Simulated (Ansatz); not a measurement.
What internal relaxation does to the elastic constants of Ti$_{2}$C

Method: DFT LDA, scalar-relativistic, plane waves, PAW (Ansatz 0.2.0). Plane waves to 420 eV; Γ-centred k mesh 8×8×8; Fermi-Dirac smearing of 0.15 eV. No spin polarisation.

Relaxed structure:
```
Ti C
1.0
     0.00000    4.23568    4.23568
     4.23568    0.00000    4.23568
     4.23568    4.23568    0.00000
Ti C
8 4
Direct
  0.85932 0.38023 0.38023
  0.38023 0.38023 0.38023
  0.38023 0.38023 0.85932
  0.86977 0.39068 0.86977
  0.86977 0.86977 0.86977
  0.39068 0.86977 0.86977
  0.86977 0.86977 0.39068
  0.38023 0.85932 0.38023
  0.62500 0.62500 0.62500
  0.12500 0.62500 0.62500
  0.62500 0.62500 0.12500
  0.62500 0.12500 0.62500
```

In a metal, frequencies and elastic constants depend on the k mesh and the smearing, soft modes and shear constants most.

Clamped-ion constants (GPa, Voigt order; atoms follow the strain homogeneously):
```
408.4 102.1 102.1   0.0   0.0   0.0
102.1 408.4 102.1   0.0   0.0   0.0
102.1 102.1 408.4   0.0   0.0   0.0
  0.0   0.0   0.0 128.7   0.0   0.0
  0.0   0.0   0.0   0.0 128.7   0.0
  0.0   0.0   0.0   0.0   0.0 128.7
```

What are the constants once the atoms relax in each strained cell?

## Answers

C11 = 214.8, C12 = 123.4, C13 = 123.4, C22 = 214.8, C23 = 123.4, C33 = 214.8, C44 = 119.4, C55 = 119.4, C66 = 119.4 GPa; the others vanish.
The Voigt shear modulus goes from 138.5 to 89.9 GPa and the Voigt bulk modulus from 204.2 to 153.9 GPa. Relaxation subtracts ΛᵀK⁻¹Λ/V, with Λ the forces that a strain puts on the atoms and K the zone-centre force constants. At a stable cell this can only lower the diagonal constants, and it acts only for strains that share their symmetry with an optical mode; elsewhere, and where the coupling is weak, the constants hardly move.

Cost: 2 runs of about 42 core-minutes in all, on Oxide Virtual Turin-like Processor (Zen 5), Intel Xeon Processor @ 2.50GHz (Skylake/Cascade Lake) (shared hosts).